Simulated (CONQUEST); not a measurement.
Worked example: self-consistent single point of Ag (P4mm, 4 atoms in the cell; from Materials Project mp-124, changed as shown) in CONQUEST.

Computed with PBE, numerical atomic orbitals double-zeta with polarisation (the shipped basis), PseudoDojo norm-conserving potentials made for PBE (CONQUEST 1.3).

The change in words: atom 2 moved by +0.04 angstrom along z. Reference geometry (Fm-3m):
```
CELL_PARAMETERS angstrom
      4.10436     0.00000     0.00000
      0.00000     4.10436     0.00000
      0.00000     0.00000     4.10436
ATOMIC_POSITIONS crystal
  Ag 0.00000 0.00000 0.00000
  Ag 0.00000 0.50000 0.50000
  Ag 0.50000 0.00000 0.50000
  Ag 0.50000 0.50000 0.00000
```

Reference input (self-consistent single point, DFT, PBE, numerical atomic orbitals double-zeta with polarisation (the shipped basis), PseudoDojo norm-conserving potentials made for PBE): basis = DZP; Diag.MPMeshX, Y, Z = 4 4 4; potentials = PseudoDojo norm-conserving PBE; Grid.GridCutoff = 140 Ha; DM.SolutionMethod = diagon; Diag.kT = 0.003675 Ha; Diag.GammaCentred = true; minE.SCTolerance = 1.0e-06; SC.MaxIters = 100; SC.LinearMixingFactor = 0.5; SC.KerkerPreCondition = true; SC.KerkerFactor = 0.5 1/bohr. This run's input differs from it in these lines:

```diff
@@ -35,3 +35,3 @@
     0.000000000     0.000000000     0.000000000  1 T T T
-    0.000000000     3.878058158     3.878058158  1 T T T
+    0.000000000     3.878058158     3.953649268  1 T T T
     3.878058158     0.000000000     3.878058158  1 T T T
```

Log, with long lists cut:

```
    PulayMixSC: Starting Pulay mixing, A_up =  0.500 A_dn =  0.500
    PulayMixSC: Spin non-polarised calculation.
    PulayMixSC: with Kerker preconditioning, q0 =  0.500
          Harris-Foulkes Energy            :      -620.086395226279933 Ha
          Free Energy (E-TS)               :      -620.087487601651787 Ha
    PulayMixSC: Pulay iteration     1 residual:              0.21434E-02
          Harris-Foulkes Energy            :      -620.067818422622850 Ha
          Free Energy (E-TS)               :      -620.068831443231488 Ha
    PulayMixSC: Pulay iteration     2 residual:              0.16203E-02
   [... lines left out ...]
          Free Energy (E-TS)               :      -620.041260623263497 Ha
    PulayMixSC: Pulay iteration    10 residual:              0.27975E-05
          Harris-Foulkes Energy            :      -620.040252965838704 Ha
          Free Energy (E-TS)               :      -620.041260992854859 Ha
    PulayMixSC: Pulay iteration    11 residual:              0.17977E-05
          Harris-Foulkes Energy            :      -620.040252973441284 Ha
          Free Energy (E-TS)               :      -620.041261002032002 Ha
    PulayMixSC: Pulay iteration    12 residual:              0.65599E-06
    PulayMixSC: Reached SCF tolerance of  0.65599E-06 after     12 iterations
      | Number of electrons      =        76.000055
      | GS Energy as E-(1/2)TS   =      -620.040756987736586 Ha
      | Free Energy as E-TS      =      -620.041261002032002 Ha
      |* Harris-Foulkes energy   =      -620.040252973441284 Ha
      |* DFT total energy        =      -620.040252977311866 Ha

    force: Forces on atoms (Ha/a0)
    force:  Atom   X              Y              Z
    force:     1  -0.0000000000  -0.0000000000   0.0023523297
    force:     2  -0.0000000000   0.0000000038  -0.0044889545
    force:     3   0.0000000029  -0.0000000000  -0.0003061693
    force:     4   0.0000000029   0.0000000029   0.0023523297

    force: Maximum force :        0.00448895(Ha/a0) on atom         2 in z direction
    force: Force Residual:        0.00279783 Ha/a0
    force: Total stress:         -4.20642822    -4.20642822    -3.92021904 GPa
    force: Average pressure:      4.11102516 GPa

    get_E_and_F: Change in energy during last step of electronic optimisation: -0.76026E-08
```

The run converged in 12 iterations. CONQUEST prints the stress tensor with tension positive. Against the reference run the free energy rises by 1.2 meV/atom, the pressure moves little (4.17 to 4.11 GPa) and the largest force goes from under 0.1 to 0.23 eV/Å.

The program uses no crystal symmetry, so grid and mesh can part values that symmetry would make equal. The atom-centred basis is finite, which shifts total energies, pressures and forces against plane waves. The structure comes from a collection of computed structures, made at another level of theory; the collection holds predicted forms beside known ones. No clean gap shows at this smearing width and mesh (spacing up to 0.38 Å⁻¹); the mesh is coarse for partly filled bands, so the values carry mesh errors.

Cost on one core: about 90 core-seconds (a rough figure).
